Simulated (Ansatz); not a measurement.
Input file for Ansatz (a first-principles code):

Ansatz 0.2 input:
```yaml
crystal:
  lattice:
    - [2.8774558619, 1.6612999165, 7.0550844311]
    - [-2.8774558619, 1.6612999165, 7.0550844311]
    - [0.0, -3.3225998329, 7.0550844311]
  atoms:
    - { symbol: K, position: [0.295414685, 0.295414685, 0.295414685] }
    - { symbol: K, position: [0.7007700019, 0.7007700019, 0.7007700019] }
    - { symbol: K, position: [0.507255288, 0.507255288, 0.507255288] }
    - { symbol: Mn, position: [0.0941824017, 0.0941824017, 0.0941824017] }
    - { symbol: Cr, position: [0.9086719883, 0.9086719883, 0.9086719883] }
    - { symbol: O, position: [0.7664690788, 0.2203031127, 0.2203031127] }
    - { symbol: O, position: [0.2203031127, 0.7664690788, 0.2203031127] }
    - { symbol: O, position: [0.2203031127, 0.2203031127, 0.7664690788] }
    - { symbol: O, position: [0.2448821332, 0.7807034971, 0.7807034971] }
    - { symbol: O, position: [0.7807034971, 0.2448821332, 0.7807034971] }
    - { symbol: O, position: [0.7807034971, 0.7807034971, 0.2448821332] }
    - { symbol: O, position: [0.1691709666, 0.1691709666, 0.1691709666] }
    - { symbol: O, position: [0.8311942369, 0.8311942369, 0.8311942369] }
kpoints:
  mp_grid: { grid: [6, 6, 6] }
hamiltonian:
  xc: r2scan
  pseudopotentials: { kind: paw }
scf:
  occupations: { method: fixed }
checkpoint: { read: static.run }
output: { write_density: true, elf: true, volumetric_format: npy }
basis: { fft_grid_basis: typed }
```

Output (shortened):

```
Pseudopotentials: kind: paw
Pseudopotential: K, paw, valence charge 9
Pseudopotential: Mn, paw, valence charge 15
Pseudopotential: Cr, paw, valence charge 14
Pseudopotential: O, paw, valence charge 6
Functional definition: r2SCAN
Crystal: 13 atoms, lattice volume = 202.353 Å³
Basis set: ecut = 500 eV, 5161 PW (Γ), exchange–correlation on 240×240×240 points (64 copies of the dense FFT grid, shifted against one another)
Bands: 65, of which v1, the nominal top of the filled ones, is band 52 counted from 1 (51 counted from 0)
Symmetry: 6 space group operations
Space group: R3m (ITA 160), of the structure as read, at distance tolerance 5.9e-5 Å
k-points: 32 of 216 (time reversal used)
PAW frozen core: K, regenerated for the run's functional
PAW frozen core: Mn, regenerated for the run's functional
PAW frozen core: Cr, regenerated for the run's functional
PAW frozen core: O, regenerated for the run's functional
Initial density: read from a saved state, or passed on in memory by an earlier SCF of this step, an earlier step, the calling program or the single point that …
Stability of the state it starts from, as read at its close in the unpolarized treatment …
Initial wavefunctions: pseudopotential atomic-orbital guess
Eigensolver: davidson
Functional: x = r2scan, c = r2scan; τ floored in thin density (d = 2e-4 eV/Å³)
iter 1 solved again at ethr=1.43e-7 eV; its pass at ethr=3.10e-3 eV (dr2=1.49e-4 eV) is discarded
SCF iter   1: F=—  HF=-16466.473788 eV  |F-HF|=—  |Δ(HF+E_count)|=         —  Δρ=2.35e-6  dr2=1.03e-8  dr2_τ=4.93e-10  ethr=1.43e-7  ⟨swp⟩=3.0  Hψ=11534  notcnv=0  defer=352
all-band conjugate gradients solve this SCF's bands
preconditioner: auto → Resta (q_TF=auto, 2.442 Å⁻¹)
SCF iter   2: F=—  HF=-16466.474016 eV  |F-HF|=—  |Δ(HF+E_count)|=   2.28e-4  Δρ=5.81e-6  dr2=7.38e-8  dr2_τ=3.12e-9  ethr=9.90e-12  ⟨swp⟩=12.4  Hψ=9601  notcnv=0
SCF iter   3: F=-16466.474016 eV  HF=-16466.474016 eV  |F-HF|=5.16e-9  |Δ(HF+E_count)|=   7.77e-9  Δρ=1.59e-6  dr2=5.25e-9  dr2_τ=2.35e-10  ethr=9.90e-12  ⟨swp⟩=1.0  Hψ=5500  notcnv=0
SCF 1 converged in 3 iterations: F = -16466.474016 eV  dr2 = 5.25e-9
SCF converged after 3 iterations
Free energy (F): -16466.474016 eV
Harris-Foulkes:  -16466.474016 eV  (|F-HF|=5.16e-9)
Internal energy: -16466.474016 eV  (E = F + TS)
E sigma→0 (E₀):  -16466.474016 eV
Fermi energy:    3.511188 eV
--- Per-component energies (eV) ---
  E_band       = -1333.919219
  E_kinetic    = 2806.794034
  E_local      = -10574.972465  (includes V_loc(G=0)·N_el)
  E_nonlocal   = 714.919894
  E_hartree    = 4133.636623
  E_xc         = -1234.936936
  E_vxc        = -1769.322907  (∫ρ·V_xc dr)
  E_paw        = -6132.643411  (= ΣΔE_a)
  E_vpaw       = -894.175150  (= ΣTr[D̂ρ^β])
  E_aug_tail   = 0.008367  (compensation charges beyond the density's cutoff)
  E_vtau       = 115.553027  (kinetic-family band-sum trace: ∫τ·v_τ [+ j·A + Jᵃ·Aᵃ] dr)
  E_ewald      = -6177.880669
  E_core_change = -1.399453  (= ΣΔE_core)
  E_smearing   =  0.000000  (= −TS)
  E_closure    = 0.000000  (closes the sum)
  Σ components = -16466.474016   (vs F -16466.474016, Δ=0.00e0)
  [band-id]    e_kinetic+e_local+e_nonlocal+2·e_hartree+e_vxc+e_vpaw+e_augmentation_tail+e_vtau = -1333.921954   (vs E_band -1333.919219, Δ=-2.73e-3)
--- Band table (eV; the first three rows and the last of 32) ---
  k-point 0: bands = ["-81.3248", "-70.9025", "-48.8355", "-48.8304", "-48.8304", "-41.1176", "-41.1176", "-41.0994", "-25.1769", "-25.1232", "-24.9328", "-15.7061", "-15.1074", "-15.0699", "-15.0699", "-13.8296", "-13.2449", "-13.2449", "-13.1950", "-8.0477", "-8.0477", "-7.9654", "-7.8625", "-7.8625", "-7.7781", "-7.6939", "-7.6939", "-7.6083", "-2.0962", "-1.9575", "-1.9575", "-1.8558", "-1.8558", "-0.6925", "-0.0527", "0.1571", "0.1571", "0.3792", "0.3792", "0.5093", "0.5093", "0.5371", "1.1403", "1.7920", "1.7920", "1.9606", "2.0663", "2.1498", "2.1498", "3.3467", "3.3467", "3.5112", "4.6209", "4.6209", "6.6141", "6.7723", "6.7723", "7.0573", "7.0573", "8.8577", "9.0890", "9.0890", "9.9439", "12.8464", "12.8464"]
  k-point 1: bands = ["-81.3248", "-70.9025", "-48.8355", "-48.8304", "-48.8304", "-41.1176", "-41.1176", "-41.0994", "-25.1737", "-25.1259", "-24.9328", "-15.6959", "-15.1185", "-15.0737", "-15.0707", "-13.8165", "-13.2814", "-13.2466", "-13.1811", "-8.0427", "-8.0278", "-7.9670", "-7.8529", "-7.8455", "-7.7769", "-7.6971", "-7.6931", "-7.6092", "-2.1044", "-2.0370", "-1.9717", "-1.8690", "-1.8438", "-0.5727", "-0.0403", "0.1231", "0.1703", "0.3291", "0.3903", "0.4144", "0.5208", "0.5920", "1.2750", "1.7941", "1.8034", "1.8881", "2.0908", "2.1200", "2.1820", "3.3280", "3.3363", "3.4251", "4.6109", "4.6578", "6.5972", "6.6675", "6.7487", "7.0438", "7.0954", "8.8536", "8.9505", "9.0619", "10.2839", "12.7435", "12.9321"]
  k-point 2: bands = ["-81.3248", "-70.9025", "-48.8355", "-48.8304", "-48.8304", "-41.1176", "-41.1176", "-41.0994", "-25.1660", "-25.1326", "-24.9327", "-15.6738", "-15.1463", "-15.0773", "-15.0724", "-13.7864", "-13.3418", "-13.2500", "-13.1697", "-8.0321", "-8.0132", "-7.9275", "-7.8350", "-7.8338", "-7.7667", "-7.7037", "-7.6930", "-7.6107", "-2.2019", "-2.0775", "-1.9936", "-1.9008", "-1.8265", "-0.3831", "-0.0543", "0.0533", "0.1961", "0.2377", "0.4017", "0.4342", "0.5685", "0.6360", "1.4240", "1.7061", "1.8040", "1.8500", "2.0199", "2.2179", "2.2681", "3.1983", "3.2838", "3.3564", "4.5921", "4.7293", "6.3892", "6.6437", "6.6993", "7.0215", "7.1713", "8.6788", "8.8816", "9.0057", "11.1106", "12.7416", "13.0734"]
  k-point 31: bands = ["-81.3248", "-70.9025", "-48.8355", "-48.8304", "-48.8304", "-41.1176", "-41.1176", "-41.0994", "-25.1764", "-25.1233", "-24.9332", "-15.7143", "-15.0984", "-15.0697", "-15.0697", "-13.8437", "-13.2454", "-13.2454", "-13.1751", "-8.0480", "-8.0480", "-7.9658", "-7.8493", "-7.8493", "-7.7821", "-7.7054", "-7.7054", "-7.6160", "-2.1722", "-1.9509", "-1.9509", "-1.8596", "-1.8596", "-0.5556", "-0.0126", "0.1754", "0.1754", "0.3485", "0.3485", "0.3695", "0.4890", "0.4890", "1.2203", "1.7744", "1.7744", "1.9611", "2.1400", "2.1623", "2.1623", "3.4020", "3.4020", "3.5105", "4.6230", "4.6230", "6.4557", "6.7749", "6.7749", "7.0493", "7.0493", "8.6535", "9.1028", "9.1028", "10.8328", "11.5030", "12.8688"]
  band table: 65 of 65 bands, residual norms ≤ 1.0e-3 eV
```

Cost: roughly 90 core-seconds on shared cores.

The workflow started from a Materials Project entry (that database holds measured and hypothetical structures alike); the Crystallography Open Database copy checked does not list it. Its standing as an ambient phase is unchecked. The cell was relaxed with r²SCAN under the symmetry of its start; its stability against distortions is not shown here. No spin polarisation was allowed. No Hubbard U is applied.

Potentials: the later of the program's two PAW sets.

Ansatz is a plane-wave DFT program.
